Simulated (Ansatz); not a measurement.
Recipe of this trial structure of Si₂Bi: random cell by space group and Wyckoff sites (P6_3/mmc, No. 194). Lengths were set from tabulated atomic sizes, so they are only a guess.

```
CELL_PARAMETERS angstrom
4.00595 0.00000 0.00000
-2.00298 3.46926 0.00000
0.00000 0.00000 8.92147
ATOMIC_POSITIONS crystal
Si 0.33333 0.66667 0.85309
Si 0.66667 0.33333 0.35309
Si 0.66667 0.33333 0.14691
Si 0.33333 0.66667 0.64691
Bi 0.00000 0.00000 0.00000
Bi 0.00000 0.00000 0.50000
```

Method: Ansatz, DFT PBE, scalar-relativistic, plane waves, PAW. Cutoff 420 eV, Gaussian smearing, Γ-centred meshes. Cell and atoms relax first on a coarse mesh and then on a finer one. In between, the cell is made exact in the group found at 0.06 Å. In metals the finer mesh still leaves noise of several meV/atom or more. The steps can't lower the symmetry of their start. No spin polarisation.

A guess keeps its type if space group and coordination stay and the shape of the cell changes little (axis ratios within about 15 %, angles within 6°); the volume may change.

Q: Will the relaxed cell still be of the starting type?

A: It keeps its type. The symmetry stays P6_3/mmc (No. 194). The volume per atom grows by 36.1 %, from 20.7 to 28.1 Å³. The shortest distance goes from 1.84 Å (Si–Si) to 2.26 Å (Si–Si). The ratio c/a of the conventional cell changes by a factor of 1.08. Counting neighbours within 15 % of an atom's shortest distance, the start has Bi 6, Si 1 and the end Bi 6, Si 1.

The last run used a 12×12×4 mesh (in the run's order of axes) for its 6-atom cell and Gaussian smearing of 0.10 eV. These runs have no spin–orbit coupling, which can matter for Bi. Symmetry constrained the relaxation, so the result can be a saddle point. Another cell of Si2Bi relaxed alike, in P6_3/mmc, lies 0.37 eV/atom lower, so this cell isn't the stable form at this level.
